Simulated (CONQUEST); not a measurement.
**Parameter sweep on SrTiO3 (Pm-3m, 5 atoms in the cell; from Materials Project mp-5229, lattice scaled a little)**

```
SrTiO3
1.0
    3.94909     0.00000     0.00000
    0.00000     3.94909     0.00000
    0.00000     0.00000     3.94909
Sr Ti O
1 1 3
Direct
  0.00000   0.00000   0.00000
  0.50000   0.50000   0.50000
  0.50000   0.00000   0.50000
  0.00000   0.50000   0.50000
  0.50000   0.50000   0.00000
```

Base run A: PBE, numerical atomic orbitals double-zeta with polarisation (the shipped basis), PseudoDojo norm-conserving potentials made for PBE (CONQUEST), self-consistent single point.

Its settings: basis = DZP; Diag.MPMeshX, Y, Z = 6 6 6; potentials = PseudoDojo norm-conserving PBE; Grid.GridCutoff = 140 Ha; DM.SolutionMethod = diagon; Diag.SmearingType = 1; Diag.kT = 0.000367 Ha; Diag.GammaCentred = true; Diag.MPOrder = 0; minE.SCTolerance = 1.0e-07; SC.MaxIters = 100; SC.LinearMixingFactor = 0.5; SC.KerkerPreCondition = true; SC.KerkerFactor = 0.1 1/bohr; AtomMove.TypeOfRun = static.

The program uses no crystal symmetry, so grid and mesh can part values that symmetry would make equal. The atom-centred basis is finite, which shifts total energies, pressures and gaps against plane waves. The structure comes from a collection of computed structures, made at another level of theory; the collection holds predicted forms beside known ones. Its lattice was then scaled.

ΔF is the free energy per atom less that of run A. 

A variant of run A gave: the free energy rises by 5.3 meV/atom, the pressure goes from -0.42 to 3.70 GPa and the gap on the mesh hardly changes (1.706 to 1.708 eV).

Problem. Which change was made?
A. lattice vector b scaled by 0.98
B. lattice vector b scaled by 1.01
C. lattice vector b scaled by 1.02
D. lattice vector b scaled by 0.99

Solution. A, lattice vector b scaled by 0.98. That run gave: ΔF (meV/atom) 5.3; pressure (GPa) 3.70; gap on the mesh (eV) 1.708.

The base and the other variants:

| change | ΔF (meV/atom) | pressure (GPa) | gap on the mesh (eV) |
|---|---|---|---|
| base | 0.00 | -0.42 | 1.706 |
| lattice vector b scaled by 0.99 | 1.16 | 1.90 | 1.706 |
| lattice vector b scaled by 1.01 | 1.34 | -2.29 | 1.669 |
| lattice vector b scaled by 1.02 | 5.1 | -3.30 | 1.632 |
